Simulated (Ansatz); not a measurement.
TiSnS:
Space group P4/nmm, origin choice 1 (No. 129); a = b = 3.863 Å, c = 7.794 Å, α = β = γ = 90.00°

```
atom  site  symmetry       x       y       z
----  ----  --------  ------  ------  ------
Ti      2c       4mm  0.5000  0.0000  0.2972
Sn      2a      -4m2  0.0000  0.0000  0.0000
S       2c       4mm  0.0000  0.5000  0.3824
```

Relaxed at zero pressure with PBE (plane waves, PAW; program Ansatz).

The volume is lowered by 6 % and shape and atoms relax at that volume. What pressure results, and how do the axes share the change?

6.5 GPa; a -2.1 %, b -2.1 %, c -1.9 %; the energy rises by 22 meV/atom.

Give the new structure.


Space group P4/nmm, origin choice 1 (No. 129); a = b = 3.7812 Å, c = 7.6463 Å, α = β = γ = 90.00°

| atom | site | symmetry | x | y | z |
|---|---|---|---|---|---|
| Ti | 2c | 4mm | 0.5000 | 0.0000 | 0.2963 |
| Sn | 2a | -4m2 | 0.0000 | 0.0000 | 0.0000 |
| S | 2c | 4mm | 0.0000 | 0.5000 | 0.3810 |

The phase is kept; no other phase was compared at this pressure.

The start of the workflow was typed in or built on a structure type; neither database checked (COD, Materials Project) lists it. Whether it is the stable phase at ambient conditions was not checked. The cell was relaxed with PBE under the symmetry of its start; its stability against distortions is not shown here. The workflow began spin-polarised and lost its moments. Spin–orbit coupling is left out wherever it is not named.

Potentials: the later of the program's two PAW sets.
